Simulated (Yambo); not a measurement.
Yambo run on a free-standing SnO monolayer (symmetry P4/nmm, slab cell 15.3 Å high) under biaxial strain of -3 % in the plane. The wavefunctions come from this Quantum ESPRESSO step (PBE, PseudoDojo stringent norm-conserving files, scalar-relativistic):

```
&CONTROL
  calculation = 'nscf'
  pseudo_dir = './pseudo'
  outdir = './out'
/
&SYSTEM
  ibrav = 0
  nat = 4
  ntyp = 2
  ecutwfc = 102.0
  ecutrho = 408.0
  occupations = 'fixed'
  force_symmorphic = .true.
  nbnd = 159
  assume_isolated = '2D'
/
&ELECTRONS
  conv_thr = 4e-09
  diago_full_acc = .true.
  diago_thr_init = 1e-08
/
ATOMIC_SPECIES
O 15.9990 O.upf
Sn 118.7100 Sn.upf
CELL_PARAMETERS angstrom
  3.671432000734   0.000000000000   0.000000000000
  0.000000000000   3.671432000734   0.000000000000
  0.000000000000   0.000000000000  15.299998962411
ATOMIC_POSITIONS crystal
O   0.000000000000   0.500000000000   0.000000000000
O   0.500000000000   0.000000000000   0.000000000000
Sn   0.000000000000   0.000000000000   0.078916405300
Sn   0.500000000000   0.500000000000  -0.078916405300
K_POINTS automatic
4 4 1 0 0 0
```

Yambo input:

```
rim_cut
gw0
dyson
el_el_corr
HF_and_locXC
ppa
em1d
rim_w
RandQpts= 1000000
RandGvec= 2 Ry
CUTGeo= "slab z"
EXXRLvcs= 102 Ry
VXCRLvcs= 408 Ry
Chimod= "HARTREE"
% BndsRnXp
 9 | 158 |
%
NGsBlkXp= 8 Ry
% LongDrXp
 1.0 | 1.0 | 0.0 |
%
RandGvecW= 779 mRy
PPAPntXp= 27.2114 eV
% GbndRnge
 1 | 158 |
%
GTermKind= "BG"
DysSolver= "n"
ExtendOut
% QPkrange
 1 | 1 | 28 | 29 |
 3 | 3 | 28 | 29 |
 4 | 4 | 28 | 29 |
%
```

k points by index: 1 = Γ, 3 = X, 4 = (0.25, 0.25).

Table of the .qp output:

```
#    K-point    Band    Eo [eV]    E [eV]    E-Eo [eV]    Vxc [eV]    Vnlxc [eV]    Sc|Eo [eV]    Sc|E [eV]    dSc/dw|Eo [eV]    Re(Z)    Im(Z)
#
    1    28    -0.178777    -1.235811    -1.057035    -14.12016    -17.17235    1.715537    1.995159    -7.195633    0.790848    -0.003869
    1    29    3.694096    4.598674    0.904579    -10.00374    -6.352080    -2.575734    -2.747078    -5.153351    0.840769    -0.001727
    3    28    -0.525666    -1.580786    -1.055121    -14.19434    -17.07187    1.547685    1.822414    -7.083830    0.793439    -0.002347
    3    29    3.146478    4.013240    0.866762    -10.66333    -7.335747    -2.269561    -2.460822    -6.003388    0.819251    -0.001859
    4    28    0.000000    -0.963855    -0.963855    -14.76710    -17.46753    1.485338    1.736581    -7.091817    0.793255    -0.002093
    4    29    3.645720    4.539946    0.894226    -9.906230    -5.964519    -2.863150    -3.047485    -5.607682    0.829126    -0.002482
```
(The two width columns are left out.) Convergence of these settings isn't established.

Spin-orbit coupling is not included.

Geometry strained from the cell relaxed with PBEsol, atoms relaxed again.

This is a model layer cut from the bulk structure; whether it is stable on its own was not checked.
